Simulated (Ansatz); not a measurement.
# Sb: from a starting cell to a relaxed one

The start is a generated cell, Sb built in the trigonal-Te structure type. The cell and all atomic positions are relaxed at zero pressure with r2SCAN (plane waves to 500 eV, PAW, scalar-relativistic; Ansatz, a program for electronic structure). The first steps use a coarse 9×9×6 k-mesh.

Starting cell:
```
CELL_PARAMETERS angstrom
      4.37031     0.00000     0.00000
     -2.18516     3.78480     0.00000
      0.00000     0.00000     5.80714
ATOMIC_POSITIONS crystal
  Sb 0.26360 0.00000 0.33333
  Sb 0.00000 0.26360 0.66667
  Sb 0.73640 0.73640 0.00000
```

- Largest initial force = 1.57 eV/Å, on Sb1, Sb2, Sb3 (atoms numbered as listed)
- Outcome = The space group goes from P3₁21 (No. 152) to Pm-3m (No. 221); the end is AFLOW prototype A_cP1_221_a (A_h), with 1 atom in the primitive cell
- Energy released = 0.28 eV/atom
- Volume change = -8.4 %, from 32.02 to 29.34 Å³/atom
- Band gap at the end = zero (metallic)
- Optimiser moves = 8

It ends as:

Space group Pm-3m (No. 221); a = b = c = 3.0844 Å, α = β = γ = 90.00°

| atom | site | symmetry | x | y | z |
|---|---|---|---|---|---|
| Sb | 1b | m-3m | 0.5000 | 0.5000 | 0.5000 |

Final values are on a 15×15×15 k-mesh of the relaxed cell. No spin polarisation in the result. The relaxed primitive cell holds an odd number of electrons. A magnetic state may lie lower.

The run could not lose the symmetry of its start: the end is stationary, and may be a saddle point rather than a minimum.

The relaxed structure here is a generated cell of Sb: the first start was made by placing the elements on the sites of a structure type, and the end was not matched to a known phase here, so it may be hypothetical. Known forms of Sb include space group No. 166.
